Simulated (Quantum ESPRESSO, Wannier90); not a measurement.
## Wannierisation of Na2H6Pt (Fm-3m)

```xyz
9
Lattice="0.0000 3.6293 3.6293 3.6293 0.0000 3.6293 3.6293 3.6293 0.0000" Properties=species:S:1:pos:R:3 pbc="T T T"
Na    -1.8147    -1.8147    -1.8147
Na     1.8147     1.8147     1.8147
H      0.0000     0.0000    -1.6371
H      0.0000     0.0000     1.6371
H     -1.6371     0.0000     0.0000
H      1.6371     0.0000     0.0000
H      0.0000    -1.6371     0.0000
H      0.0000     1.6371     0.0000
Pt     0.0000     0.0000     0.0000
```

Materials Project entry mp-690785; symmetrised, unrelaxed at this level. Not found in the COD (Crystallography Open Database) copy used; not checked further. Level: PBEsol, spinors with spin-orbit coupling; pw.x of Quantum ESPRESSO at 71 Ry with PseudoDojo potentials, 4×4×4 k-points, Wannier90. Density: 8×8×8 mesh, cold smearing 0.01 Ry.

A tight-binding model is made by disentanglement and projection with no localisation steps (num_iter = 0), so the 46 orbitals stay atom-like: hydrogen-like Na: s;p; H: s; Pt: s;p;d, axes along x, y, z; frozen window up to 4.78 eV relative to the valence-band maximum. It follows pw.x to 4.1 meV rms for states up to 4.3 eV relative to the valence-band maximum. Matrix elements depend on this choice of orbitals and windows.

The 45 largest hoppings ⟨m,0|H|n,R⟩ between different sites (one of each Hermitian pair; signs follow the real orbitals' lobes; the list may end inside a set of equal values):

```json
[
 {"m": "Pt9 pz↑", "n": "H3 s↑", "R": "0 0 0", "distance of the centres (Å)": "1.74", "t (eV)": "3.231", "Im t (eV)": "0.000"},
 {"m": "Pt9 pz↑", "n": "H4 s↑", "R": "0 0 0", "distance of the centres (Å)": "1.74", "t (eV)": "-3.231", "Im t (eV)": "0.000"},
 {"m": "Pt9 pz↓", "n": "H3 s↓", "R": "0 0 0", "distance of the centres (Å)": "1.74", "t (eV)": "3.231", "Im t (eV)": "0.000"},
 {"m": "Pt9 pz↓", "n": "H4 s↓", "R": "0 0 0", "distance of the centres (Å)": "1.74", "t (eV)": "-3.231", "Im t (eV)": "0.000"},
 {"m": "Pt9 px↑", "n": "H5 s↑", "R": "0 0 0", "distance of the centres (Å)": "1.74", "t (eV)": "3.231", "Im t (eV)": "0.000"},
 {"m": "Pt9 px↑", "n": "H6 s↑", "R": "0 0 0", "distance of the centres (Å)": "1.74", "t (eV)": "-3.231", "Im t (eV)": "0.000"},
 {"m": "Pt9 py↑", "n": "H7 s↑", "R": "0 0 0", "distance of the centres (Å)": "1.74", "t (eV)": "3.231", "Im t (eV)": "0.000"},
 {"m": "Pt9 py↑", "n": "H8 s↑", "R": "0 0 0", "distance of the centres (Å)": "1.74", "t (eV)": "-3.231", "Im t (eV)": "0.000"},
 {"m": "Pt9 py↓", "n": "H7 s↓", "R": "0 0 0", "distance of the centres (Å)": "1.74", "t (eV)": "3.231", "Im t (eV)": "0.000"},
 {"m": "Pt9 py↓", "n": "H8 s↓", "R": "0 0 0", "distance of the centres (Å)": "1.74", "t (eV)": "-3.231", "Im t (eV)": "0.000"},
 {"m": "Pt9 px↓", "n": "H5 s↓", "R": "0 0 0", "distance of the centres (Å)": "1.74", "t (eV)": "3.231", "Im t (eV)": "0.000"},
 {"m": "Pt9 px↓", "n": "H6 s↓", "R": "0 0 0", "distance of the centres (Å)": "1.74", "t (eV)": "-3.231", "Im t (eV)": "0.000"},
 {"m": "Pt9 dz2↓", "n": "H3 s↓", "R": "0 0 0", "distance of the centres (Å)": "1.74", "t (eV)": "-3.173", "Im t (eV)": "0.000"},
 {"m": "Pt9 dz2↓", "n": "H4 s↓", "R": "0 0 0", "distance of the centres (Å)": "1.74", "t (eV)": "-3.173", "Im t (eV)": "0.000"},
 {"m": "Pt9 dz2↑", "n": "H3 s↑", "R": "0 0 0", "distance of the centres (Å)": "1.74", "t (eV)": "-3.173", "Im t (eV)": "0.000"},
 {"m": "Pt9 dz2↑", "n": "H4 s↑", "R": "0 0 0", "distance of the centres (Å)": "1.74", "t (eV)": "-3.173", "Im t (eV)": "0.000"},
 {"m": "Pt9 s↑", "n": "H3 s↑", "R": "0 0 0", "distance of the centres (Å)": "1.74", "t (eV)": "-3.031", "Im t (eV)": "0.000"},
 {"m": "Pt9 s↑", "n": "H4 s↑", "R": "0 0 0", "distance of the centres (Å)": "1.74", "t (eV)": "-3.031", "Im t (eV)": "0.000"},
 {"m": "Pt9 s↑", "n": "H5 s↑", "R": "0 0 0", "distance of the centres (Å)": "1.74", "t (eV)": "-3.031", "Im t (eV)": "0.000"},
 {"m": "Pt9 s↑", "n": "H6 s↑", "R": "0 0 0", "distance of the centres (Å)": "1.74", "t (eV)": "-3.031", "Im t (eV)": "0.000"},
 {"m": "Pt9 s↑", "n": "H7 s↑", "R": "0 0 0", "distance of the centres (Å)": "1.74", "t (eV)": "-3.031", "Im t (eV)": "0.000"},
 {"m": "Pt9 s↑", "n": "H8 s↑", "R": "0 0 0", "distance of the centres (Å)": "1.74", "t (eV)": "-3.031", "Im t (eV)": "0.000"},
 {"m": "Pt9 s↓", "n": "H3 s↓", "R": "0 0 0", "distance of the centres (Å)": "1.74", "t (eV)": "-3.031", "Im t (eV)": "0.000"},
 {"m": "Pt9 s↓", "n": "H4 s↓", "R": "0 0 0", "distance of the centres (Å)": "1.74", "t (eV)": "-3.031", "Im t (eV)": "0.000"},
 {"m": "Pt9 s↓", "n": "H7 s↓", "R": "0 0 0", "distance of the centres (Å)": "1.74", "t (eV)": "-3.031", "Im t (eV)": "0.000"},
 {"m": "Pt9 s↓", "n": "H8 s↓", "R": "0 0 0", "distance of the centres (Å)": "1.74", "t (eV)": "-3.031", "Im t (eV)": "0.000"},
 {"m": "Pt9 s↓", "n": "H5 s↓", "R": "0 0 0", "distance of the centres (Å)": "1.74", "t (eV)": "-3.031", "Im t (eV)": "0.000"},
 {"m": "Pt9 s↓", "n": "H6 s↓", "R": "0 0 0", "distance of the centres (Å)": "1.74", "t (eV)": "-3.031", "Im t (eV)": "0.000"},
 {"m": "Pt9 dx2-y2↑", "n": "H7 s↑", "R": "0 0 0", "distance of the centres (Å)": "1.74", "t (eV)": "2.748", "Im t (eV)": "0.000"},
 {"m": "Pt9 dx2-y2↑", "n": "H8 s↑", "R": "0 0 0", "distance of the centres (Å)": "1.74", "t (eV)": "2.748", "Im t (eV)": "0.000"},
 {"m": "Pt9 dx2-y2↑", "n": "H5 s↑", "R": "0 0 0", "distance of the centres (Å)": "1.74", "t (eV)": "-2.748", "Im t (eV)": "0.000"},
 {"m": "Pt9 dx2-y2↑", "n": "H6 s↑", "R": "0 0 0", "distance of the centres (Å)": "1.74", "t (eV)": "-2.748", "Im t (eV)": "0.000"},
 {"m": "Pt9 dx2-y2↓", "n": "H5 s↓", "R": "0 0 0", "distance of the centres (Å)": "1.74", "t (eV)": "-2.748", "Im t (eV)": "0.000"},
 {"m": "Pt9 dx2-y2↓", "n": "H6 s↓", "R": "0 0 0", "distance of the centres (Å)": "1.74", "t (eV)": "-2.748", "Im t (eV)": "0.000"},
 {"m": "Pt9 dx2-y2↓", "n": "H7 s↓", "R": "0 0 0", "distance of the centres (Å)": "1.74", "t (eV)": "2.748", "Im t (eV)": "0.000"},
 {"m": "Pt9 dx2-y2↓", "n": "H8 s↓", "R": "0 0 0", "distance of the centres (Å)": "1.74", "t (eV)": "2.748", "Im t (eV)": "0.000"},
 {"m": "Pt9 dz2↑", "n": "H5 s↑", "R": "0 0 0", "distance of the centres (Å)": "1.74", "t (eV)": "1.586", "Im t (eV)": "0.000"},
 {"m": "Pt9 dz2↑", "n": "H6 s↑", "R": "0 0 0", "distance of the centres (Å)": "1.74", "t (eV)": "1.586", "Im t (eV)": "0.000"},
 {"m": "Pt9 dz2↑", "n": "H7 s↑", "R": "0 0 0", "distance of the centres (Å)": "1.74", "t (eV)": "1.586", "Im t (eV)": "0.000"},
 {"m": "Pt9 dz2↑", "n": "H8 s↑", "R": "0 0 0", "distance of the centres (Å)": "1.74", "t (eV)": "1.586", "Im t (eV)": "0.000"},
 {"m": "Pt9 dz2↓", "n": "H5 s↓", "R": "0 0 0", "distance of the centres (Å)": "1.74", "t (eV)": "1.586", "Im t (eV)": "0.000"},
 {"m": "Pt9 dz2↓", "n": "H6 s↓", "R": "0 0 0", "distance of the centres (Å)": "1.74", "t (eV)": "1.586", "Im t (eV)": "0.000"},
 {"m": "Pt9 dz2↓", "n": "H7 s↓", "R": "0 0 0", "distance of the centres (Å)": "1.74", "t (eV)": "1.586", "Im t (eV)": "0.000"},
 {"m": "Pt9 dz2↓", "n": "H8 s↓", "R": "0 0 0", "distance of the centres (Å)": "1.74", "t (eV)": "1.586", "Im t (eV)": "0.000"},
 {"m": "Na2 px↑", "n": "H7 s↑", "R": "0 0 1", "distance of the centres (Å)": "2.57", "t (eV)": "-0.984", "Im t (eV)": "0.005"}
]
```
